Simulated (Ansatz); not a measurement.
Elastic constants of Ta at 5 GPa (stress–strain coefficients): input and output

Theory: DFT LDA, scalar-relativistic, plane waves, PAW (Ansatz).

Launched with:
```bash
ansatz run input.yaml --threads 1 --pin off --max-ram 3072MiB --backend cpu --events-out ev --progress --plain --runs-dir out
```

Input (bare energies are in eV):
```yaml
crystal:
  lattice:
    - [-1.6158551899, 1.6158551899, 1.6158551899]
    - [1.6158551899, -1.6158551899, 1.6158551899]
    - [1.6158551899, 1.6158551899, -1.6158551899]
  atoms:
    - { symbol: Ta, position: [0.0, 0.0, 0.0] }
basis:
  ecutwfc: 420
kpoints:
  mp_grid: { grid: [20, 20, 20] }
hamiltonian:
  xc: lda
scf:
  occupations: { method: fermi_dirac, width: 0.15 }
output:
  forces: true
  stress: true
  eigenvalues: true
elastic:
  mode: relaxed_ion
  amplitude: 0.005
```

From the output:
```
--- Elastic constants: 2 strain directions × 4 members + reference (group order 48) ---
  dense FFT box of the reference and of every strained cell: 20×20×20
  strains applied: 11, 23; error gains: componentwise 1.00 (the most a stress slope's error grows in a printed constant), spectral 1.73 (1 for all six strains in a standard setting)
  C = ∂σ_k/∂η_j (tension-positive GPa; Voigt order 11 22 33 23 13 12):
       323.740    190.629    190.629     -0.000      0.000      0.000
       190.629    323.740    190.629     -0.000      0.000     -0.000
       190.629    190.629    323.740     -0.000     -0.000      0.000
        -0.000      0.000      0.000     72.357      0.000      0.000
        -0.000     -0.000     -0.000     -0.000     72.357     -0.000
        -0.000      0.000     -0.000     -0.000     -0.000     72.357
  reference stress σ⁰ (GPa):     -4.987     -4.987     -4.987      0.000     -0.000     -0.000
  C* (energy form; C + prestress term) asymmetry max|C*_kj − C*_jk| = 2.842e-14 GPa — a small one proves nothing (zero by symmetry where the batch's group is 432, −43m or m−3m); a large one is finite-difference/SCF noise where every solve ...
  moduli (Voigt/Reuss/Hill, GPa): K = 235.00/235.00/235.00   G = 70.04/69.92/69.98   E = 190.98   ν = 0.365
  mechanically stable: yes (min eigenvalue of sym C = 72.36 GPa)
  strain η (Voigt 11):  stress-route row diagonal C_11 = 323.74 GPa, energy-path curvature d²(F+E_count+ΔE)/dδ²/Ω₀ = 323.72 GPa
    cells at ±δ against ±2δ: C21 190.67 and 190.79 GPa, apart by 0.04 % of the column's largest entry
         δ    σ_11 (GPa) F (eV) n_scf n_hpsi n_pw
    -1.000e-2      -8.3091       -9682.6444364       7  129098    340   relax 0 steps, max|allowed force component| 0.00e0 eV/Å
    -5.000e-3      -6.6270       -9682.6483692       3  103580    362   relax 0 steps, max|allowed force component| 0.00e0 eV/Å
     5.000e-3      -3.3898       -9682.6536301       3  101777    370   relax 0 steps, max|allowed force component| 0.00e0 eV/Å
     1.000e-2      -1.8362       -9682.6550043       6  109621    370   relax 0 steps, max|allowed force component| 0.00e0 eV/Å
  strain η (Voigt 23):  stress-route row diagonal C_44 = 72.36 GPa, energy-path curvature d²(F+E_count+ΔE)/dδ²/Ω₀ = 74.85 GPa
    cells at ±δ against ±2δ: C44 72.33 and 72.25 GPa, apart by 0.11 % of the column's largest entry
         δ    σ_23 (GPa) F (eV) n_scf n_hpsi n_pw
    -1.000e-2      -0.7225       -9682.6510317       7  229412    358   relax 0 steps, max|allowed force component| 0.00e0 eV/Å
    -5.000e-3      -0.3617       -9682.6513268       3  180173    370   relax 0 steps, max|allowed force component| 0.00e0 eV/Å
     5.000e-3       0.3616       -9682.6513268       3  178337    370   relax 0 steps, max|allowed force component| 0.00e0 eV/Å
     1.000e-2       0.7225       -9682.6510317       6  197140    358   relax 0 steps, max|allowed force component| 0.00e0 eV/Å
```

Time: 58 s on 1 thread of Intel(R) Xeon(R) Platinum 8488C (Sapphire Rapids), with other jobs on the host, peak memory 0.54 GiB.

In a metal, frequencies and elastic constants depend on the k mesh and the smearing, soft modes and shear constants most. Spin–orbit coupling is left out, which can shift energies with elements as heavy as these.